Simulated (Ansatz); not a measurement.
LaBi₂ClO₄:
```
LaBi2ClO4
1.0
    3.94291     0.00000     0.00000
    0.00000     3.94291     0.00000
    0.00000     0.00000     9.08432
La Bi Cl O
1 2 1 4
Cartesian
  0.00000   0.00000   0.00000
  1.97146   1.97146   2.58637
  1.97146   1.97146   6.49794
  0.00000   0.00000   4.54216
  0.00000   1.97146   1.51834
  0.00000   1.97146   7.56598
  1.97146   0.00000   1.51834
  1.97146   0.00000   7.56598
```

r²SCAN+D4 (plane waves, PAW; program Ansatz) gives a gap of 1.67 eV without spin–orbit coupling, maximum at R, minimum at Γ.

Q: What happens when spin–orbit coupling is switched on?

A: The gap drops by 0.18 eV, to 1.49 eV; maximum at R, minimum at Γ.

Q: Give the electron effective mass with spin–orbit coupling.

A: 0.27, 0.27, 0.57 mₑ (principal values).

Q: Give the hole effective mass with spin–orbit coupling.

A: 0.52, 1.7, 2.1 mₑ (principal values).

Space group P4/mmm. The first step of the workflow began from a Materials Project structure, measured or hypothetical; the Crystallography Open Database copy checked does not list it. Its standing as an ambient phase is unchecked. Symmetry was held in the r²SCAN+D4 relaxation; whether a distortion lowers the energy is not shown.

Potentials: the later of the program's two PAW sets.
